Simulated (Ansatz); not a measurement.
Se, simple cubic: geometry optimisation

Level of theory: Ansatz 0.2.0, DFT, LDA (PW92), plane waves (420 eV) with PAW, scalar-relativistic. The PAW files were generated under PBE, with cores re-solved for the functional.

k-point mesh 11×11×11, Fermi-Dirac smearing 0.1 eV, no spin polarisation. Cell and atoms relax.

Starting structure:

```
Se
1.0
     2.86649    0.00000    0.00000
     0.00000    2.86649    0.00000
     0.00000    0.00000    2.86649
Se
1
Direct
  0.00000 0.00000 0.00000
```

Problem. What cell does the relaxation end in?

Solution. Pm-3m with a = 2.769 Å; 21.24 Å³ per atom against 23.55 at the start (-9.8 %).

Problem. How much energy does the relaxation gain?

Solution. 56.3 meV per atom.

Path of the relaxation (the plane waves are chosen anew near the end, which can shift the energy a little):

```tsv
step	E − E(final) (meV/atom)	V (Å³/atom)	P (GPa)	max force (eV/Å)
0	56.25	23.553	-7.06	0.000
1	12.05	20.274	4.43	0.000
2	0.02	21.424	-0.75	0.000
3	-0.46	21.242	-0.03	0.000
4	0.00	21.242	-0.03	0.000
```
